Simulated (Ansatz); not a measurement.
C:
```yaml
crystal:
  lattice:
    - [2.45297, 0.00000, 0.00000]
    - [-1.22649, 2.12434, 0.00000]
    - [0.00000, 0.00000, 3.58539]
  atoms:
    - { symbol: C, position: [0.33333, 0.66667, 0.00000] }
    - { symbol: C, position: [0.66667, 0.33333, 0.00000] }
```

Relaxed with r²SCAN+D4.

**Question.** Which orbitals make up the states near the Fermi level in r²SCAN+D4 in the plane-wave PAW code Ansatz?

**Answer.** Within 0.5 eV of the Fermi level: C 2p 99 %. Projections are on Löwdin-orthogonalised atomic valence shells; empty p or d shells of many metals are not among them.

**Question.** Tabulate the density of states.

**Answer.** States/eV per cell of 2 atoms, in 0.25 eV bins, energy from the Fermi level.

| E (eV) | total | C 2p | C 2s |
|---|---|---|---|
| -7.85 | 0.62 | 0.57 | 0.05 |
| -7.60 | 0.71 | 0.66 | 0.04 |
| -7.35 | 0.81 | 0.76 | 0.04 |
| -7.10 | 0.83 | 0.79 | 0.03 |
| -6.85 | 1.10 | 1.06 | 0.03 |
| -6.60 | 0.86 | 0.83 | 0.03 |
| -6.35 | 0.70 | 0.68 | 0.02 |
| -6.10 | 0.69 | 0.67 | 0.02 |
| -5.85 | 0.63 | 0.61 | 0.02 |
| -5.60 | 0.64 | 0.62 | 0.02 |
| -5.35 | 0.62 | 0.60 | 0.01 |
| -5.10 | 0.58 | 0.57 | 0.01 |
| -4.85 | 0.56 | 0.55 | 0.01 |
| -4.60 | 0.55 | 0.54 | 0.01 |
| -4.35 | 0.54 | 0.53 | 0.01 |
| -4.10 | 0.53 | 0.52 | 0.00 |
| -3.85 | 0.52 | 0.52 | 0.00 |
| -3.60 | 0.53 | 0.52 | 0.00 |
| -3.35 | 0.49 | 0.49 | 0.00 |
| -3.10 | 0.38 | 0.38 | 0.00 |
| -2.85 | 0.40 | 0.40 | 0.00 |
| -2.60 | 0.38 | 0.38 | 0.00 |
| -2.35 | 0.36 | 0.36 | 0.00 |
| -2.10 | 0.33 | 0.33 | 0.00 |
| -1.85 | 0.24 | 0.24 | 0.00 |
| -1.60 | 0.19 | 0.19 | 0.00 |
| -1.35 | 0.15 | 0.15 | 0.00 |
| -1.10 | 0.11 | 0.11 | 0.00 |
| -0.85 | 0.09 | 0.09 | 0.00 |
| -0.60 | 0.06 | 0.06 | 0.00 |
| -0.35 | 0.03 | 0.03 | 0.00 |
| -0.10 | 0.03 | 0.03 | 0.00 |
| 0.15 | 0.03 | 0.03 | 0.00 |
| 0.40 | 0.04 | 0.04 | 0.00 |
| 0.65 | 0.07 | 0.07 | 0.00 |
| 0.90 | 0.12 | 0.12 | 0.00 |
| 1.15 | 0.22 | 0.22 | 0.00 |
| 1.40 | 0.30 | 0.29 | 0.00 |
| 1.65 | 0.32 | 0.31 | 0.00 |
| 1.90 | 0.33 | 0.32 | 0.00 |
| 2.15 | 0.35 | 0.34 | 0.00 |
| 2.40 | 0.37 | 0.35 | 0.00 |
| 2.65 | 0.32 | 0.30 | 0.00 |
| 2.90 | 0.28 | 0.26 | 0.00 |
| 3.15 | 0.25 | 0.24 | 0.00 |
| 3.40 | 0.24 | 0.23 | 0.00 |
| 3.65 | 0.22 | 0.21 | 0.00 |
| 3.90 | 0.23 | 0.20 | 0.00 |
| 4.15 | 0.24 | 0.20 | 0.00 |
| 4.40 | 0.25 | 0.19 | 0.00 |
| 4.65 | 0.26 | 0.18 | 0.00 |

Space group P6/mmm. The workflow started from a Materials Project entry (that database holds measured and hypothetical structures alike); the Crystallography Open Database copy checked does not list it. It is not the phase usual at ambient conditions (space group No. 194, 227). The r²SCAN+D4 relaxation kept the symmetry of its start; whether a distortion lowers the energy is not shown.

Potentials: the later of the program's two PAW sets.
